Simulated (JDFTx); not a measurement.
```json
{
  "surface": "Ag(111)",
  "bulk": "Ag, Fm-3m, lattice of mp-124 (not re-optimised)",
  "slab": "3 atoms in 3 planes, 1x1, 4.8 Å between the outermost planes",
  "in-plane cell": "2.902 × 2.902 Å, 7.29 Å²",
  "cell_height": "20.7 Å",
  "sampling": "8×8×1 k mesh, Fermi smearing 0.01 Ha, no spin polarisation"
}
```

Profiles through the double layer of this slab, charged, in linear PCM (GLSSA13), water, 0.5 M KF; PBE, GBRV ultrasoft potentials, plane waves to 20/100 Ha, a modified build of JDFTx. z is the height above the outermost atoms, φ the plane-averaged electrostatic potential energy of an electron (zero in the bulk liquid), ρ_b the bound charge of solvent and ions, s the cavity shape function (0 in the solid, 1 in the liquid).

```json
[
 {"z (Å)": "0.82", "n (e/Å³)": "0.3027", "s": "0.00", "φ (eV)": "-1.943", "ρ_b (10⁻³ e/Å³)": "0.00"},
 {"z (Å)": "1.28", "n (e/Å³)": "0.0698", "s": "0.00", "φ (eV)": "-0.752", "ρ_b (10⁻³ e/Å³)": "0.00"},
 {"z (Å)": "1.74", "n (e/Å³)": "0.0216", "s": "0.00", "φ (eV)": "0.039", "ρ_b (10⁻³ e/Å³)": "1.43"},
 {"z (Å)": "2.20", "n (e/Å³)": "0.0073", "s": "0.04", "φ (eV)": "0.081", "ρ_b (10⁻³ e/Å³)": "6.16"},
 {"z (Å)": "2.66", "n (e/Å³)": "0.0026", "s": "0.48", "φ (eV)": "0.059", "ρ_b (10⁻³ e/Å³)": "3.29"},
 {"z (Å)": "3.12", "n (e/Å³)": "0.0009", "s": "0.95", "φ (eV)": "0.052", "ρ_b (10⁻³ e/Å³)": "1.08"},
 {"z (Å)": "3.58", "n (e/Å³)": "0.0003", "s": "1.00", "φ (eV)": "0.047", "ρ_b (10⁻³ e/Å³)": "0.39"},
 {"z (Å)": "4.04", "n (e/Å³)": "0.0001", "s": "1.00", "φ (eV)": "0.042", "ρ_b (10⁻³ e/Å³)": "0.15"},
 {"z (Å)": "4.50", "n (e/Å³)": "0.0000", "s": "1.00", "φ (eV)": "0.038", "ρ_b (10⁻³ e/Å³)": "0.06"},
 {"z (Å)": "4.96", "n (e/Å³)": "0.0000", "s": "1.00", "φ (eV)": "0.034", "ρ_b (10⁻³ e/Å³)": "0.03"},
 {"z (Å)": "5.42", "n (e/Å³)": "0.0000", "s": "1.00", "φ (eV)": "0.031", "ρ_b (10⁻³ e/Å³)": "0.02"},
 {"z (Å)": "5.88", "n (e/Å³)": "0.0000", "s": "1.00", "φ (eV)": "0.027", "ρ_b (10⁻³ e/Å³)": "0.01"},
 {"z (Å)": "6.34", "n (e/Å³)": "0.0000", "s": "1.00", "φ (eV)": "0.025", "ρ_b (10⁻³ e/Å³)": "0.01"},
 {"z (Å)": "6.80", "n (e/Å³)": "0.0000", "s": "1.00", "φ (eV)": "0.022", "ρ_b (10⁻³ e/Å³)": "0.01"},
 {"z (Å)": "7.26", "n (e/Å³)": "0.0000", "s": "1.00", "φ (eV)": "0.020", "ρ_b (10⁻³ e/Å³)": "0.01"},
 {"z (Å)": "7.72", "n (e/Å³)": "0.0000", "s": "1.00", "φ (eV)": "0.018", "ρ_b (10⁻³ e/Å³)": "0.01"}
]
```

Q: Is the electrode positively or negatively charged, and roughly by how much?

A: Negatively: σ = -9.4 μC/cm² per face. The liquid's bound charge is of the opposite sign overall, and far from the surface φ decays with the screening length (4.3 Å).
